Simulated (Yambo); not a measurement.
Absorption of BN (space group P6_3/mmc, No. 194) with and without the electron-hole interaction (Yambo, PBEsol bands; 12×12×4 mesh, 5 valence and 3 conduction bands, static screening with 22 bands and a 4 Ry block, scissor 1.89 eV, Tamm-Dancoff; field along x). Axes are Cartesian, with cell vectors (Å) (2.51, 0.00, 0.00), (-1.26, 2.18, 0.00), (0.00, 0.00, 7.71).

| E (eV) | Im ε, BSE | Im ε, independent quasiparticles |
|---|---|---|
| 4.45 | 0.69 | 0.10 |
| 4.55 | 0.83 | 0.10 |
| 4.65 | 1.03 | 0.11 |
| 4.75 | 1.32 | 0.12 |
| 4.85 | 1.74 | 0.13 |
| 4.95 | 2.41 | 0.14 |
| 5.05 | 3.55 | 0.15 |
| 5.15 | 5.68 | 0.17 |
| 5.25 | 10.1 | 0.19 |
| 5.35 | 19.2 | 0.21 |
| 5.45 | 27.5 | 0.23 |
| 5.55 | 19.2 | 0.26 |
| 5.65 | 10.5 | 0.30 |
| 5.75 | 6.62 | 0.35 |
| 5.85 | 5.34 | 0.41 |
| 5.95 | 5.88 | 0.49 |
| 6.05 | 8.33 | 0.60 |
| 6.15 | 9.49 | 0.77 |
| 6.25 | 6.87 | 1.05 |
| 6.35 | 4.84 | 1.58 |
| 6.45 | 4.02 | 2.52 |
| 6.55 | 3.46 | 3.31 |
| 6.65 | 2.79 | 3.21 |
| 6.75 | 2.29 | 3.72 |
| 6.85 | 1.87 | 5.32 |
| 6.95 | 1.54 | 7.56 |
| 7.05 | 1.46 | 10.3 |
| 7.15 | 1.44 | 11.4 |
| 7.25 | 1.31 | 10.5 |
| 7.35 | 1.09 | 8.30 |
| 7.45 | 1.01 | 7.05 |
| 7.55 | 1.02 | 6.51 |
| 7.65 | 1.16 | 7.29 |
| 7.75 | 1.18 | 9.18 |
| 7.85 | 0.91 | 8.80 |
| 7.95 | 0.75 | 6.38 |
| 8.05 | 0.68 | 4.59 |
| 8.15 | 0.73 | 4.00 |
| 8.25 | 0.76 | 4.47 |
| 8.35 | 0.58 | 5.32 |
| 8.45 | 0.43 | 5.04 |
| 8.55 | 0.38 | 4.05 |
| 8.65 | 0.37 | 3.54 |
| 8.75 | 0.37 | 3.64 |
| 8.85 | 0.38 | 3.75 |
| 8.95 | 0.41 | 2.83 |
| 9.05 | 0.49 | 1.87 |
| 9.15 | 0.57 | 1.31 |
| 9.25 | 0.72 | 1.03 |
| 9.35 | 0.63 | 0.89 |
| 9.45 | 0.47 | 0.87 |
| 9.55 | 0.39 | 0.91 |
| 9.65 | 0.32 | 0.98 |
| 9.75 | 0.29 | 1.22 |
| 9.85 | 0.31 | 1.72 |
| 9.95 | 0.29 | 1.89 |
| 10.05 | 0.31 | 1.65 |
| 10.15 | 0.34 | 1.31 |
| 10.25 | 0.40 | 0.97 |
| 10.35 | 0.38 | 0.85 |
| 10.45 | 0.31 | 0.89 |
| 10.55 | 0.32 | 0.99 |
| 10.65 | 0.33 | 0.97 |
| 10.75 | 0.35 | 0.91 |
| 10.85 | 0.31 | 0.81 |
| 10.95 | 0.24 | 0.82 |
| 11.05 | 0.22 | 0.81 |
| 11.15 | 0.23 | 0.77 |
| 11.25 | 0.22 | 0.72 |
| 11.35 | 0.20 | 0.67 |

The scissor comes from a G0W0 run whose convergence isn't established. Broadening 0.15 eV. The band window holds all transitions up to 12.1 eV. Fine structure above the onset can come from the mesh.

Geometry of the Materials Project entry, not relaxed at this level; primitive cell a = 2.512 Å, b = 2.512 Å, c = 7.707 Å, α = 90.00°, β = 90.00°, γ = 120.00°.

The distance between layers or molecules is the database entry's, not relaxed here. Functionals without dispersion can leave it too large, which widens gaps and weakens the response across layers: the numbers belong to this cell.
